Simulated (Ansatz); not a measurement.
SbPt:
Space group P6₃/mmc (No. 194); a = b = 4.1462 Å, c = 5.4310 Å, α = β = 90.00°, γ = 120.00°

| atom | site | symmetry | x | y | z |
|---|---|---|---|---|---|
| Sb | 2c | -6m2 | 0.3333 | 0.6667 | 0.2500 |
| Pt | 2a | -3m. | 0.0000 | 0.0000 | 0.0000 |

Relaxed at zero pressure with LDA in the plane-wave PAW code Ansatz.

Problem. The volume is lowered by 3 % and shape and atoms relax at that volume. What pressure results, and how do the axes share the change?

Solution. 4.9 GPa; a -1.1 %, b -1.1 %, c -0.8 %; the energy rises by 9 meV/atom.

Problem. Give the new structure.

Solution. 
Space group P6₃/mmc (No. 194); a = b = 4.0998 Å, c = 5.3880 Å, α = β = 90.00°, γ = 120.00°

```csv
atom,site,symmetry,x,y,z
Sb,2c,-6m2,0.3333,0.6667,0.2500
Pt,2a,-3m.,0.0000,0.0000,0.0000
```

The phase is kept; no other phase was compared at this pressure.

Space group P6_3/mmc (NiAs type). The workflow started from a Materials Project entry (that database holds measured and hypothetical structures alike); the Crystallography Open Database files this formula in space group No. 194, but the cells were not matched. Its standing as an ambient phase is unchecked. The cell was relaxed with LDA under the symmetry of its start; of distortions, only those at the zone centre were tested. The run is not spin-polarised. Spin–orbit coupling is left out wherever it is not named.

Potentials: the later of the program's two PAW sets.
